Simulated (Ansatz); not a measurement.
# H interstitial in LaSi3Rh, calculated

Level of theory: PBEsol, no spin polarisation, scalar-relativistic; Ansatz, plane waves to 420 eV (PAW set soft_2), k-mesh 3×3×3.

The relaxed host crystal (no gap at this level of theory):

```xyz
5
Lattice="-2.1198 2.1198 4.8931 2.1198 -2.1198 4.8931 2.1198 2.1198 -4.8931" Properties=species:S:1:pos:R:3 pbc="T T T"
La    0.0000    0.0000    9.7879
Rh    0.0000    0.0000    6.3990
Si    0.0000    0.0000    4.0294
Si    2.1198    0.0000    2.5651
Si    0.0000    2.1198    2.5651
```

Supercell of 25 atoms, rows of the matrix [[0,-1,-2],[1,-1,1],[-2,0,-1]] times the cell vectors; H interstitial at (0.000, 0.542, 0.458) in fractions of the cell above. Atoms are relaxed at the host's cell, from a start shaken by 0.05 Å near the defect.

Nearest atoms to the added H: relaxed Rh 1.65 Å, Si 1.90 Å, La 2.40 Å, Si 2.40 Å, La 2.41 Å, Rh 2.74 Å.

```
charge  gap of the cell on the mesh (eV)
     0                              0.00
```

Formation energy of the neutral defect: 0.52 eV, taking atoms from and to the elements' standard states (no corrections for gases), so it belongs to those chemical potentials alone.

Caveats: small supercell, so energies and levels can be off by tenths of an eV; one random start near the defect, so other minima are possible.
